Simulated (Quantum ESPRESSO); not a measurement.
ZnTa2CuIr2Pd2, input and log of a self-consistent run

A calculation, not a measurement. The program is pw.x of Quantum ESPRESSO 7.5 (plane-wave density functional theory). The cell is made up: eight metal atoms on a hexagonal close-packed lattice, with elements, volume, strain and displacements drawn at random and not relaxed, so it may be unstable or far from any real phase. PseudoDojo standard norm-conserving files set the functional (PBE unless stated); there is no spin polarisation or spin-orbit coupling, the Fermi-Dirac width of 0.25 eV means electrons at about 2900 K, and the masses in the input are unused placeholders. The copper pseudopotential is less sure than most, with forces differing by about three percent and pressure by about two GPa from a second method on plain copper. Heavy elements are run without spin-orbit coupling, which real alloys of them have. A spin test at this wide smearing found no moment, but such smearing suppresses magnetism that the real alloy may have.

Input:

```
&control calculation='scf', pseudo_dir='./dojo.nc.sr.pbe.v0_5.standard.upf', outdir='./o', disk_io='minimal', tprnfor=.true., tstress=.true. /
&system ibrav=0, nat=8, ntyp=5, nbnd=84, ecutwfc=92.02030273, nosym=.true., tot_charge=0,
 occupations='smearing', smearing='fd', degauss=0.0183746611
/
&electrons conv_thr=1.470e-08, electron_maxstep=70, mixing_beta=0.5 /
ATOMIC_SPECIES
Cu 1.0 Cu.upf
Ir 1.0 Ir.upf
Pd 1.0 Pd.upf
Ta 1.0 Ta.upf
Zn 1.0 Zn.upf
CELL_PARAMETERS angstrom
2.7622 0.0087 0.0349
1.3164 -2.3652 -4.5486
1.3466 7.1895 -4.5892
ATOMIC_POSITIONS angstrom
Zn -0.0754 -0.0251 0.0724
Ta 1.4153 2.4561 -4.5692
Cu 1.404 -0.7719 -2.379
Ir 2.677 1.6079 -6.8715
Ta 2.6754 4.7384 -4.6216
Pd 2.7351 0.0549 -4.4747
Ir 2.8115 1.5242 -2.1979
Pd 4.0314 4.2034 -6.7722
K_POINTS automatic
9 5 3 1 1 1
```

The log is shortened where brackets say so; the opening notice, blank lines, dates and the lines on written files are dropped, and the path of the files is cut. It prints rydbergs, bohrs and kilobars, and counts compression as positive stress. Its total energy is the free energy E - TS of the whole cell.

```
     Program PWSCF v.7.5
     Parallel version (MPI & OpenMP), running on       4 processor cores
     Number of MPI processes:                 4
     Threads/MPI process:                     1
     [start-up lines left out]
     bravais-lattice index     =            0
     lattice parameter (alat)  =       5.2202  a.u.
     unit-cell volume          =     814.8789 (a.u.)^3
     number of atoms/cell      =            8
     number of atomic types    =            5
     number of electrons       =       135.00
     number of Kohn-Sham states=           84
     kinetic-energy cutoff     =      92.0203  Ry
     charge density cutoff     =     368.0812  Ry
     scf convergence threshold =      1.5E-08
     mixing beta               =       0.5000
     number of iterations used =            8  plain     mixing
     Exchange-correlation= PBE
                           (   1   4   3   4   0   0   0)
     [axes and pseudopotential details left out]
   Cartesian axes
     site n.     atom                  positions (alat units)
         1        Zn     tau(   1) = (  -0.0272948  -0.0090862   0.0262088  )
         2        Ta     tau(   2) = (   0.5123380   0.8891072  -1.6540485  )
         3        Cu     tau(   3) = (   0.5082474  -0.2794275  -0.8611970  )
         4        Ir     tau(   4) = (   0.9690729   0.5820591  -2.4874801  )
         5        Ta     tau(   5) = (   0.9684937   1.7152988  -1.6730172  )
         6        Pd     tau(   6) = (   0.9901050   0.0198738  -1.6198395  )
         7        Ir     tau(   7) = (   1.0177618   0.5517598  -0.7956389  )
         8        Pd     tau(   8) = (   1.4593651   1.5216290  -2.4515335  )
     number of k points=    68  Fermi-Dirac smearing, width (Ry)=  0.0184
                       cart. coord. in units 2pi/alat
        k(    1) = (   0.0561867   0.0188663  -0.0542808), wk =   0.0296296
        k(    2) = (   0.0555313  -0.1734527   0.0455323), wk =   0.0296296
     [further k points left out]
     Dense  grid:    97129 G-vectors     FFT dimensions: (  32,  64, 100)
     Estimated max dynamical RAM per process >     465.92 MB
     Estimated total dynamical RAM >       1.75 GB
     Initial potential from superposition of free atoms
     starting charge     134.9971, renormalised to     135.0000
     Starting wfcs are   78 randomized atomic wfcs +    6 random wfcs
     total cpu time spent up to now is        7.7 secs
     per-process dynamical memory:   371.4 Mb
     Self-consistent Calculation
     iteration #  1     ecut=    92.02 Ry     beta= 0.50
     Davidson diagonalization with overlap
     ethr =  1.00E-02,  avg # of iterations =  3.0
     total cpu time spent up to now is       33.7 secs
     total energy              =   -2045.41525898 Ry
     estimated scf accuracy    <      22.72485558 Ry
     iteration #  2     ecut=    92.02 Ry     beta= 0.50
     Davidson diagonalization with overlap
     ethr =  1.00E-02,  avg # of iterations =  4.6
     total cpu time spent up to now is       62.7 secs
     total energy              =   -2043.14200067 Ry
     estimated scf accuracy    <     254.25599649 Ry
     iteration #  3     ecut=    92.02 Ry     beta= 0.50
     Davidson diagonalization with overlap
     ethr =  1.00E-02,  avg # of iterations =  5.8
     total cpu time spent up to now is       97.9 secs
     total energy              =   -2059.23125956 Ry
     estimated scf accuracy    <      20.19962424 Ry
     iteration #  4     ecut=    92.02 Ry     beta= 0.50
     Davidson diagonalization with overlap
     ethr =  1.00E-02,  avg # of iterations =  2.0
     total cpu time spent up to now is      119.0 secs
     total energy              =   -2060.52429917 Ry
     estimated scf accuracy    <       7.56897836 Ry
     iteration #  5     ecut=    92.02 Ry     beta= 0.50
     Davidson diagonalization with overlap
     ethr =  5.61E-03,  avg # of iterations =  1.0
     total cpu time spent up to now is      138.5 secs
     total energy              =   -2060.54562032 Ry
     estimated scf accuracy    <       2.78614773 Ry
     [iterations 6 to 15 left out]
     iteration # 16     ecut=    92.02 Ry     beta= 0.50
     Davidson diagonalization with overlap
     ethr =  1.79E-09,  avg # of iterations =  2.4
     total cpu time spent up to now is      370.8 secs
     total energy              =   -2060.41247574 Ry
     estimated scf accuracy    <       0.00000126 Ry
     iteration # 17     ecut=    92.02 Ry     beta= 0.50
     Davidson diagonalization with overlap
     ethr =  9.31E-10,  avg # of iterations =  1.5
     total cpu time spent up to now is      390.1 secs
     total energy              =   -2060.41247585 Ry
     estimated scf accuracy    <       0.00000023 Ry
     iteration # 18     ecut=    92.02 Ry     beta= 0.50
     Davidson diagonalization with overlap
     ethr =  1.71E-10,  avg # of iterations =  2.1
     total cpu time spent up to now is      413.0 secs
     total energy              =   -2060.41247587 Ry
     estimated scf accuracy    <       0.00000022 Ry
     iteration # 19     ecut=    92.02 Ry     beta= 0.50
     Davidson diagonalization with overlap
     ethr =  1.66E-10,  avg # of iterations =  1.2
     total cpu time spent up to now is      435.0 secs
     total energy              =   -2060.41247588 Ry
     estimated scf accuracy    <       0.00000002 Ry
     iteration # 20     ecut=    92.02 Ry     beta= 0.50
     Davidson diagonalization with overlap
     ethr =  1.33E-11,  avg # of iterations =  2.8
     total cpu time spent up to now is      460.0 secs
     End of self-consistent calculation
     [lines on levels left out]
!    total energy              =   -2060.41247588 Ry
     estimated scf accuracy    <          8.8E-09 Ry
     smearing contrib. (-TS)   =      -0.09078623 Ry
     internal energy E=F+TS    =   -2060.32168965 Ry
     The total energy is F=E-TS. E is the sum of the following terms:
     one-electron contribution =    -841.53308084 Ry
     hartree contribution      =     501.20438266 Ry
     xc contribution           =    -323.05595877 Ry
     ewald contribution        =   -1396.93703270 Ry
     convergence has been achieved in  20 iterations
     Forces acting on atoms (cartesian axes, Ry/au):
     atom    1 type  5   force =     0.00480543    0.02822800   -0.02050367
     atom    2 type  4   force =    -0.02558342   -0.10313621    0.01602569
     atom    3 type  1   force =    -0.00824406    0.02166810    0.02639925
     atom    4 type  2   force =     0.00880054   -0.01301874    0.00555296
     atom    5 type  4   force =     0.00925394    0.08954465    0.06252275
     atom    6 type  3   force =     0.00416975   -0.02731638   -0.02328753
     atom    7 type  2   force =    -0.00570709    0.03991173   -0.01061623
     atom    8 type  3   force =     0.01250490   -0.03588115   -0.05609321
     Total force =     0.184250     Total SCF correction =     0.000577
     Computing stress (Cartesian axis) and pressure
          total   stress  (Ry/bohr**3)                   (kbar)     P=       61.86
   0.00068243   0.00002728  -0.00012398          100.39        4.01      -18.24
   0.00002728   0.00046071   0.00020925            4.01       67.77       30.78
  -0.00012398   0.00020925   0.00011842          -18.24       30.78       17.42
     init_run     :      7.17s CPU      7.50s WALL (       1 calls)
     electrons    :    442.57s CPU    452.23s WALL (       1 calls)
     forces       :      3.09s CPU      3.10s WALL (       1 calls)
     stress       :     10.45s CPU     10.67s WALL (       1 calls)
     [timing details left out]
     PWSCF        :   7m43.52s CPU   7m53.77s WALL
     JOB DONE.
```

In other units: free energy -28033.340 eV for the cell, pressure 6.19 GPa, largest force component 2.652 eV/Å in size. The run took 476 s of wall time with four MPI processes on a shared machine (Intel Xeon, 2023 or later, virtual cores), so the time is rough. A rerun of this cell at a higher cutoff and on a denser mesh moved values by no more than 0.008 eV in energy, 0.14 GPa in stress and 0.008 eV/Å in force, and a second program with other atomic files agreed on that cell to 2 % rms in force and 0.5 GPa in pressure.